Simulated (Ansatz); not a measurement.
Nb₃In:
```xyz
8
Lattice="5.3070 0.0000 0.0000 0.0000 5.3070 0.0000 0.0000 0.0000 5.3070" Properties=species:S:1:pos:R:3 pbc="T T T"
Nb     0.0000     3.9803     2.6535
Nb     0.0000     1.3268     2.6535
Nb     3.9803     2.6535     0.0000
Nb     1.3268     2.6535     0.0000
Nb     2.6535     0.0000     3.9803
Nb     2.6535     0.0000     1.3268
In     0.0000     0.0000     0.0000
In     2.6535     2.6535     2.6535
```

Relaxed with r²SCAN. Special points in fractions of this cell's reciprocal vectors: Γ (0.000, 0.000, 0.000); X (0.000, 0.500, 0.000); M (0.500, 0.500, 0.000); R (0.500, 0.500, 0.500).

Question: List the band energies nearest the Fermi level at these points for the program Ansatz at the r²SCAN level (PAW).

Answer: In eV from the Fermi level; about four levels below and three above (degenerate sets whole), none deeper than 8.9 eV; points with the same levels are listed once.

```
k                                below                          above
-  -----------------------------------  -----------------------------
Γ        -0.47 -0.47 -0.47 -0.03 -0.03                 2.59 2.59 2.59
X              -0.78 -0.78 -0.31 -0.31            1.68 1.68 2.42 2.42
M        -1.98 -1.98 -1.91 -1.68 -0.96            0.19 0.19 0.28 0.28
R  -1.30 -1.30 -1.30 -1.30 -1.30 -1.30  0.21 0.21 0.21 0.21 0.21 0.21
```

Space group Pm-3n (A15 (Cr3Si type)). The workflow started from a Materials Project entry (that database holds measured and hypothetical structures alike); the Crystallography Open Database files this formula in space group No. 223, but the cells were not matched. Its standing as an ambient phase is unchecked. The r²SCAN relaxation kept the symmetry of its start; its stability against distortions is not shown here. No spin polarisation was allowed. Spin–orbit coupling is left out wherever it is not named.

Potentials: the later of the program's two PAW sets.
